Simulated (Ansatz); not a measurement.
Steps from a short run of molecular dynamics on a 1×2×2 supercell (24 atoms) of SiO2 (P4_2/mnm), relaxed with r2SCAN; forces from r2SCAN in Ansatz 0.2.0, 4×2×2 mesh, Fermi-Dirac smearing of 0.112 eV, constant energy and volume (NVE), started at 1300 K. Classical nuclei, no spin polarisation; a few dozen steps show the first response, not equilibrium.

Cell vectors in Å:
```
4.1852 0.0000 0.0000
0.0000 8.3704 0.0000
0.0000 0.0000 5.3377
```

Q: At 32 fs the positions in Å are
```
Si  -0.011  -0.018  -0.097
Si   2.102   2.086   1.332
O    1.282   1.240  -0.037
O    0.753   3.303   1.459
O    2.861   2.951   0.029
O    3.451   0.848   1.269
Si   0.012   0.060   2.569
Si   2.097   2.129   3.989
O    1.360   1.322   2.659
O    0.803   3.344   4.072
O    2.843   2.990   2.721
O    3.395   0.871   3.880
Si   0.042   4.161   0.029
Si   2.062   6.284   1.382
O    1.355   5.502   0.131
O    0.800   7.617   1.222
O    2.844   7.121   0.003
O    3.499   4.963   1.455
Si  -0.106   4.152   2.758
Si   2.122   6.215   4.026
O    1.356   5.422   2.645
O    0.713   7.468   3.931
O    2.793   7.116   2.628
O    3.461   4.960   4.001
```
What are the forces, and how far does the free energy (smearing included) lie above that of step 0, with the atoms on their sites?

A: 88.0 meV an atom; forces in eV/Å:
```
Si  -0.031   0.166  -0.178
Si  -0.573   0.466  -0.357
O    1.127   0.925  -0.359
O    0.953  -0.382  -2.168
O    0.239  -0.187  -0.288
O   -1.797   1.177   0.031
Si   0.418  -1.286   0.869
Si  -0.298  -0.856   1.087
O   -1.406  -1.860  -0.068
O   -0.090   0.374  -0.286
O    0.203  -0.918  -0.499
O    0.334  -0.389   1.507
Si   0.148  -0.223   3.127
Si   0.959   1.000   0.041
O   -1.590  -2.841  -3.452
O    0.042  -1.112   2.001
O    1.101  -0.039  -0.752
O   -2.329   2.191  -3.159
Si   3.688  -1.529  -2.798
Si  -0.622   1.516  -0.806
O   -0.832  -0.721   2.301
O    0.349   0.803   0.028
O    1.980   1.003   1.065
O   -1.972   2.725   3.112
```
